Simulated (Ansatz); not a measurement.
## Calculated with Ansatz: ScV, relaxation

Launch command:

```bash
ansatz run input.yaml --threads 2 --pin off --max-ram 3584MiB --backend cpu --events-out ev --progress --plain --runs-dir out
```

Input:

```yaml
crystal:
  lattice:
    - [3.85041912, 0.0, 0.0]
    - [1.92521006, -4.88482425, 0.0]
    - [0.0, 0.0, -3.72883724]
  atoms:
    - { symbol: Sc, position: [0.138, 0.724, 0.75] }
    - { symbol: Sc, position: [0.862, 0.276, 0.25] }
    - { symbol: V, position: [0.417, 0.166, 0.75] }
    - { symbol: V, position: [0.583, 0.834, 0.25] }
  symmetry: { tolerance: 0.0003 }
kpoints:
  mp_grid: { grid: [6, 6, 6], shift: [0, 0, 0] }
magnetization:
  spin_polarized: false
scf:
  occupations: { method: fermi_dirac, width: 0.05 }
  lower_state_search: "off"
hamiltonian:
  pseudopotentials: { kind: paw }
  xc: r2scan
basis:
  ecutwfc: 500
  fft_grid_basis: typed
relax:
  max_steps: 80
  cell: { p_target: 20.0 }
output:
  forces: true
  stress: true
  eigenvalues: true
  bader: true
  populations: true
  elf: true
  write_potential: true
  volumetric_format: npy
  dos:
    e_range: [-12, 8]
    de: 0.05
    projected: { site_lists: { Sc: [Sc], V: [V] } }
  write_density: true
checkpoint:
  read: saved_state
```

Origin of the cell: a known structure type with other elements, at an estimated volume, so it need not be a known compound.

The saved state is a converged single point of the same cell.

Steps («new basis» is an SCF on plane waves selected anew at the same cell):

| step | ΔH (meV/atom) | max force component (eV/Å) | P (GPa) | volume (Å³) | SCF iterations | step was |
| --- | --- | --- | --- | --- | --- | --- |
| 1 | 0.0 | 1.139 | 7.08 | 70.13 | 6 | accepted |
| 2 | -47.5 | 1.148 | 30.18 | 61.31 | 9 | accepted |
| 3 | -96.9 | 0.206 | 18.84 | 64.58 | 9 | accepted |
| 4 | -115.9 | 0.222 | 18.56 | 64.61 | 7 | accepted |
| 5 | -143.5 | 0.266 | 18.74 | 64.24 | 8 | accepted |
| 6 | -179.8 | 0.216 | 20.78 | 63.16 | 8 | accepted |
| 7 | -204.6 | 0.425 | 21.81 | 62.39 | 8 | accepted |
| 8 | -242.6 | 0.358 | 22.18 | 61.86 | 8 | accepted |
| 9 | -253.6 | 0.094 | 22.86 | 61.35 | 8 | accepted |
| 10 | -256.6 | 0.051 | 19.92 | 62.47 | 8 | accepted |
| 11 | -232.7 | 0.525 | 16.16 | 64.23 | 9 | rejected |
| 12 | -257.6 | 0.019 | 19.74 | 62.60 | 13 | accepted |
| 13 | -257.6 | 0.004 | 20.04 | 62.49 | 5 | accepted |
| 14 | -257.6 | 0.002 | 20.00 | 62.50 | 5 | accepted |
| 15 | -258.9 | 0.002 | 20.09 | 62.50 | 8 | new basis |
| 16 | -259.0 | 0.015 | 19.97 | 62.54 | 6 | accepted |
| 17 | -259.0 | 0.002 | 20.01 | 62.52 | 6 | accepted |
| 18 | -259.0 | 0.002 | 20.01 | 62.52 | 5 | new basis |

Before:

Space group Cmcm (No. 63); the run's cell has a = 3.850 Å, b = 5.251 Å, c = 3.729 Å, α = 90.00°, β = 90.00°, γ = 68.49°. Shortest distances: V–V 2.47 Å, Sc–V 2.73 Å, Sc–Sc 3.28 Å.

After:

Space group Cmcm (No. 63); the run's cell has a = 4.732 Å, b = 5.185 Å, c = 2.864 Å, α = 90.00°, β = 90.00°, γ = 62.85°. Shortest distances: V–V 2.26 Å, Sc–V 2.48 Å, Sc–Sc 2.86 Å.

```
CELL_PARAMETERS angstrom
4.73169 0.00000 0.00000
2.36585 -4.61406 0.00000
0.00000 0.00000 -2.86387
ATOMIC_POSITIONS crystal
Sc 0.13641 0.72719 0.75000
Sc 0.86359 0.27281 0.25000
V 0.40548 0.18905 0.75000
V 0.59452 0.81095 0.25000
```

| Property | Result |
| --- | --- |
| Enthalpy lowered by | 259.0 meV/atom |
| Volume change | -10.85 % |
| Final pressure | 20.01 GPa |
| Relaxation steps listed | 18 |
| Gap on the mesh | none (metal) |

Caveats: no spin polarisation, so a magnetic state may lie lower; the k mesh is coarse if the cell is a metal; the relaxation held the start's symmetry, so the end may be a saddle point.

The run took 3.3 min on 2 threads of Arm Neoverse V2 (shared host), peak memory 0.61 GiB, from a saved density.
